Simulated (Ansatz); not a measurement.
Starting cell, Rh (fcc, Cu type):

```
CELL_PARAMETERS angstrom
      0.00000     3.83026     3.83026
      1.91513     0.00000     1.91513
      1.91513     1.91513     0.00000
ATOMIC_POSITIONS crystal
  Rh 0.00000 0.00000 0.00000
  Rh 0.50000 0.00000 0.00000
```

A phonon eigenvector at L = (0.5, 0.0, 0.0) is frozen into this cell: atom i moves by Q times the vector below, so Q is the largest atomic displacement, in Å. The cell is held. It is one choice among 2 degenerate patterns. (q is in reciprocal vectors of the primitive cell; the cell shown is doubled to hold the pattern.)

```json
[
 {"atom": "Rh1", "x": "0.285", "y": "-0.520", "z": "0.805"},
 {"atom": "Rh2", "x": "-0.285", "y": "0.520", "z": "-0.805"}
]
```

Method: PBE (plane waves to 420 eV, PAW, scalar-relativistic; Ansatz, a first-principles code). k mesh 21×21×21 (Γ-centred), Fermi-Dirac smearing 0.05 eV. With partly filled bands, energies and forces of such displacements shift with the k mesh and the smearing. Rh is run without spin polarisation. Rh was relaxed with its symmetry unable to fall. The PAW data are Ansatz's earlier set. 

```json
[
 {"Q (Å)": "-0.100", "−dE/dQ from forces (eV/Å)": "1.322"},
 {"Q (Å)": "-0.083", "−dE/dQ from forces (eV/Å)": "1.116"},
 {"Q (Å)": "-0.067", "−dE/dQ from forces (eV/Å)": "0.901"},
 {"Q (Å)": "-0.050", "−dE/dQ from forces (eV/Å)": "0.680"},
 {"Q (Å)": "-0.033", "−dE/dQ from forces (eV/Å)": "0.455"},
 {"Q (Å)": "-0.017", "−dE/dQ from forces (eV/Å)": "0.228"},
 {"Q (Å)": "0.000", "−dE/dQ from forces (eV/Å)": "0.000"},
 {"Q (Å)": "0.017", "−dE/dQ from forces (eV/Å)": "-0.228"},
 {"Q (Å)": "0.033", "−dE/dQ from forces (eV/Å)": "-0.455"},
 {"Q (Å)": "0.050", "−dE/dQ from forces (eV/Å)": "-0.680"},
 {"Q (Å)": "0.067", "−dE/dQ from forces (eV/Å)": "-0.901"},
 {"Q (Å)": "0.083", "−dE/dQ from forces (eV/Å)": "-1.116"},
 {"Q (Å)": "0.100", "−dE/dQ from forces (eV/Å)": "-1.322"}
]
```

Task: What harmonic wavenumber does the curvature at Q = 0 give?

Result: 134 cm⁻¹. E″ = 13.69 eV/Å², M = Σ mᵢ|uᵢ|² = 205.8 u, ν̃ = 521.5·√(|E″|/M).

(A displaced cell: forces are minus the slopes of the energy, force constants its curvatures, and phonons follow from these.)
